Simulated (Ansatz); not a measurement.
GaN:
```
CELL_PARAMETERS angstrom
      3.12520     0.00000     0.00000
     -1.56260     2.70650     0.00000
      0.00000     0.00000     7.35852
ATOMIC_POSITIONS crystal
  Ga 0.50000 0.00000 0.50000
  Ga 0.00000 0.50000 0.16667
  Ga 0.50000 0.50000 0.83333
  N  0.50000 0.00000 0.00000
  N  0.00000 0.50000 0.66667
  N  0.50000 0.50000 0.33333
```

Cartesian axes are those of the cell as given.

Q: Give the proper piezoelectric stress tensor with relaxed ions from DFT-PBEsol in the program Ansatz with PAW potentials.

A: In C/m², rows x, y, z, Voigt columns; mesh uncertainty up to 0.00.
```
 0.00   0.00   0.00  -0.18   0.00   0.00
 0.00   0.00   0.00   0.00   0.18   0.00
 0.00   0.00   0.00   0.00   0.00   0.00
```

The elastic tensor of the same run (GPa):

```tsv
	1	2	3	4	5	6
1	348	109	113	0.0	0.0	0.0
2	109	348	113	0.0	0.0	0.0
3	113	113	453	0.0	0.0	0.0
4	0.0	0.0	0.0	127	0.0	0.0
5	0.0	0.0	0.0	0.0	127	0.0
6	0.0	0.0	0.0	0.0	0.0	120
```

Q: Convert to strain constants d = e·S.

A: In pC/N:
```
 0.0   0.0   0.0  -1.4   0.0   0.0
 0.0   0.0   0.0   0.0   1.4   0.0
 0.0   0.0   0.0   0.0   0.0   0.0
```

Space group P6_222. The start of the workflow was typed in or built on a structure type; neither database checked (COD, Materials Project) lists it. It is not the phase usual at ambient conditions (space group No. 186, 216). Symmetry was held in the PBEsol relaxation; whether a distortion lowers the energy is not shown.

Potentials: the later of the program's two PAW sets.
